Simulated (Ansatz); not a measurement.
NaH (rock salt), conventional cell a = b = c = 4.792 Å, α = β = γ = 90.00°. The calculation uses the primitive cell of 2 atoms, to which meshes and values per cell refer.

Equation-of-state scan: isotropic scaling of the cell above, V₀ being its volume. Symmetry pins the atoms to their sites.

The numbers are results of PBEsol (plane waves to 420 eV, PAW, scalar-relativistic; Ansatz, a first-principles code), not measurements. k mesh 12×12×12 (Γ-centred), Fermi-Dirac smearing 0.05 eV. The energy includes the smearing's −TS. Stress and pressure are positive under compression. NaH was relaxed with its symmetry unable to fall. The zero of ΔE is the relaxed starting cell.

```tsv
a (Å)	ΔE (meV/atom)	P (GPa)
4.6262	12.2	3.08
4.6602	7.5	2.34
4.6937	4.1	1.67
4.7268	1.8	1.06
4.7594	0.4	0.51
4.7915	0.0	0.00
4.8232	0.4	-0.45
4.8546	1.5	-0.87
4.8855	3.4	-1.25
4.9160	5.8	-1.60
4.9462	8.8	-1.91
```

What the scan shows:

```
Item                                                       Value
-------------------------------------------------  -------------
Pressure at the smallest volume                         3.08 GPa
Energy cost of the largest compression             12.2 meV/atom
Energy cost of the largest expansion                8.8 meV/atom
Bulk modulus B₀ (third-order Birch-Murnaghan fit)       24.0 GPa
Pressure derivative B₀′ (fit)                                3.7
Equilibrium volume of the fit                      13.75 Å³/atom
Pressure for 5 % compression (fit)                       1.4 GPa
```

(Under strain, the slope of the energy per volume gives the stress and its curvature an elastic modulus.)
